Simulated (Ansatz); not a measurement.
LaNiGe₂ in space group Cmcm (No. 63; La on 4c, Ni on 4c, Ge on 4c, Ge on 4c), plane-wave PAW PBE (Ansatz code), all energies at zero smearing, with the estimated change up to a 700 eV cutoff added, with one set of potentials and settings (totals compare only within such a set). Cell of 8 atoms (2 La, 2 Ni, 4 Ge): -41365.756 eV.

```json
[
 {"element": "La", "reference phase": "P6_3/mmc, 4 atoms in the cell", "E (eV/atom)": "-6250.0953"},
 {"element": "Ni", "reference phase": "Fm-3m, 1 atoms in the cell, spin-polarised", "E (eV/atom)": "-5839.7239"},
 {"element": "Ge", "reference phase": "Fd-3m, 2 atoms in the cell", "E (eV/atom)": "-4294.9847"}
]
```

Formation energy per atom, worked out: (-41365.756 − 2×(-6250.0953) − 2×(-5839.7239) − 4×(-4294.9847))/8 = -0.772 eV/atom (-75 kJ per mol of atoms), at 0 K, without zero-point energy or fitted corrections.

The workflow started from a Materials Project entry (that database holds measured and hypothetical structures alike); the Crystallography Open Database copy checked does not list it. Its standing as an ambient phase is unchecked. The PBE relaxation kept the symmetry of its start; its stability against distortions is not shown here. No spin polarisation was allowed. The references are the lowest solids computed at this level, not always the standard phases. Spin–orbit coupling is left out wherever it is not named.

Potentials: the later of the program's two PAW sets.
